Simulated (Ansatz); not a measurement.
One crystal and one scan (frozen-phonon scan) at two levels, PBE (plane waves to 420 eV, PAW, scalar-relativistic; Ansatz, a quantum-chemistry and plane-wave program) and r2SCAN (plane waves to 500 eV, PAW, scalar-relativistic; Ansatz), each from its own relaxed cell and on its own mesh.

The crystal is AlN (zinc blende); a phonon pattern at X = (0.5, 0.5, 0.0) is frozen into a 4-atom cell, Q being the largest atomic displacement.

AlN was relaxed with its symmetry unable to fall. The PAW data are Ansatz's earlier set.

```tsv
quantity	run 1	run 2
Lattice constant a (Å)	4.403	4.370
Band gap of the relaxed cell, no spin-orbit coupling (eV)	3.31	3.93
Harmonic wavenumber from the curvature (finite differences) (cm⁻¹ (negative: imaginary))	639	667
```

Q: Which run is which level?

A: Run 1 is PBE, run 2 is r2SCAN. PBE gives the higher value for: lattice constant a. PBE gives the lower value for: band gap of the relaxed cell, no spin-orbit coupling; harmonic wavenumber from the curvature. Both give the same shape of the curve: a single well with its minimum at or next to zero displacement. Neither level is exact: the differences show how much the result hangs on the functional.

(For displaced atoms, the force is minus the slope of the energy, and its curvature is a force constant, which sets phonon frequencies.)
